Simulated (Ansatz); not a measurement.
A relaxation of cell and atoms of an ordered 8-atom cell of Al₃InAs₄ on the zincblende lattice (P-4m2) with the plane-wave code Ansatz, at the level PBE. The starting cell was estimated from covalent radii.

input.yaml:
```yaml
crystal:
  lattice:
    - [3.9273893791, 0.0, 0.0]
    - [0.0, 3.9273893791, 0.0]
    - [0.0, 0.0, 11.1083346493]
  atoms:
    - { symbol: Al, position: [0.0, 0.0, 0.75] }
    - { symbol: As, position: [0.0, 0.5, 0.875] }
    - { symbol: Al, position: [0.5, 0.5, 0.0] }
    - { symbol: As, position: [0.5, 0.0, 0.125] }
    - { symbol: Al, position: [0.0, 0.0, 0.25] }
    - { symbol: As, position: [0.0, 0.5, 0.375] }
    - { symbol: In, position: [0.5, 0.5, 0.5] }
    - { symbol: As, position: [0.5, 0.0, 0.625] }
kpoints:
  mp_grid: { grid: [6, 6, 2] }
hamiltonian:
  xc: pbe
scf:
  occupations: { method: fermi_dirac, width: 0.02 }
relax:
  f_tol: 0.005
  cell: {}
```

Run as `ansatz run input.yaml --threads 4 --pin off --max-ram 6451MiB --backend cpu --events-out ev --progress --plain --runs-dir out`. It took 32 s on 4 threads of Arm Neoverse V1 (shared host), load about 0.3 per core; peak host memory 0.48 GiB.

Task: What does the program print?

Result: What the program printed (shortened):
```
Functional definition: PBE
Crystal: 8 atoms, lattice volume = 171.339 Å³
Basis set: ecut = 420 eV, 3381 PW (Γ)
Bands: 50, of which v1, the nominal top of the filled ones, is band 41 counted from 1 (40 counted from 0)
Symmetry: 8 space group operations
Space group: P-4m2 (ITA 115)
k-points: 20 of 72
preconditioner: auto → Resta (q_TF=auto, 2.413 Å⁻¹)  ε∞=3.7  [insulator: Δε(μ)=1.202 eV  σ=0.020 eV  ℏωp=18.4 eV]
relax step 1: F+E_penalty+E_count = -26636.79278215 eV  max|allowed force component| = 2.328e0 eV/Å  Δτ_max = 0.0000 Å  P = +13.956 GPa  Ω = 171.339 Å³
relax step 2: F+E_penalty+E_count = -26638.15338456 eV  max|allowed force component| = 1.765e-1 eV/Å  Δτ_max = 0.1967 Å  P = +1.710 GPa  Ω = 193.712 Å³
relax step 3: F+E_penalty+E_count = -26638.18257022 eV  max|allowed force component| = 3.789e-2 eV/Å  Δτ_max = 0.0231 Å  P = +0.251 GPa  Ω = 198.002 Å³
relax step 4: F+E_penalty+E_count = -26638.18325076 eV  max|allowed force component| = 1.007e-2 eV/Å  Δτ_max = 0.0052 Å  P = +0.026 GPa  Ω = 198.703 Å³
relax step 5: F+E_penalty+E_count = -26638.18325213 eV  max|allowed force component| = 2.106e-3 eV/Å  Δτ_max = 0.0007 Å  P = +0.000 GPa  Ω = 198.780 Å³
relax step 6: F+E_penalty+E_count = -26638.19308955 eV  max|allowed force component| = 2.554e-3 eV/Å  Δτ_max = 0.0000 Å  P = +0.055 GPa  Ω = 198.780 Å³  (SCF on a basis re-selected at this cell)
relax step 7: F+E_penalty+E_count = -26638.19308892 eV  max|allowed force component| = 1.226e-4 eV/Å  Δτ_max = 0.0003 Å  P = +0.001 GPa  Ω = 198.952 Å³
relax step 8: F+E_penalty+E_count = -26638.19312796 eV  max|allowed force component| = 1.250e-4 eV/Å  Δτ_max = 0.0000 Å  P = +0.001 GPa  Ω = 198.952 Å³  (SCF on a basis re-selected at this cell)
Free energy (F): -26638.193128 eV
Fermi energy:    6.940645 eV
--- Per-component energies (eV) ---
  E_band       = -1147.108672
  E_kinetic    = 722.782694
  E_local      = -10083.151673
  E_nonlocal   = -2283.545266
  E_hartree    = 5193.946303
  E_xc         = -649.734988
  E_vxc        = -501.196634
  E_paw        = -12899.934787
  E_vpaw       = 610.109698
  E_ewald      = -6638.555466
--- Stress (GPa, compression-positive) ---
        0.001129       0.000000       0.000000
        0.000000       0.001129       0.000000
        0.000000       0.000000       0.000806
  P = ⅓ Tr σ = 0.0010 GPa (0.010 kbar)
--- Relaxed structure (6 steps of the walk, 6 accepted, 2 SCFs on fresh bases) ---
  F+E_penalty+E_count = -26638.19312796 eV   max|allowed force component| = 1.250e-4 eV/Å
  cell:  # Å, volume = 198.9519 Å³
    - [4.127324, 0.000000, 0.000000]
    - [0.000000, 4.127324, 0.000000]
    - [0.000000, 0.000000, 11.679140]
  atoms:
    - { symbol: Al, position: [0.000000, 0.000000, 0.759184] }
    - { symbol: As, position: [0.000000, 0.500000, 0.879618] }
    - { symbol: Al, position: [0.500000, 0.500000, 0.000000] }
    - { symbol: As, position: [0.500000, 0.000000, 0.120382] }
    - { symbol: Al, position: [0.000000, 0.000000, 0.240816] }
    - { symbol: As, position: [0.000000, 0.500000, 0.359213] }
    - { symbol: In, position: [0.500000, 0.500000, 0.500000] }
    - { symbol: As, position: [0.500000, 0.000000, 0.640787] }
```
Only the leading digits can be foreseen; the rest is this run's record.

In 6 steps the volume changed by +16.1 %; between the first SCF and the last, each on a basis chosen for its cell, the energy fell by 175 meV an atom. Final cell: space group P-4m2 (No. 115), tetragonal; a = 4.127 Å, c = 11.679 Å in the conventional setting, 24.87 Å³ an atom. Al has 4 As at 2.48–2.50 Å; As has 4 Al at 2.50 Å; Al has 4 As at 2.50 Å; As has 2 Al at 2.48 Å and 2 In at 2.64 Å; In has 4 As at 2.64 Å.

(Calculated; spin-unpolarised; the phase may be known or hypothetical.)
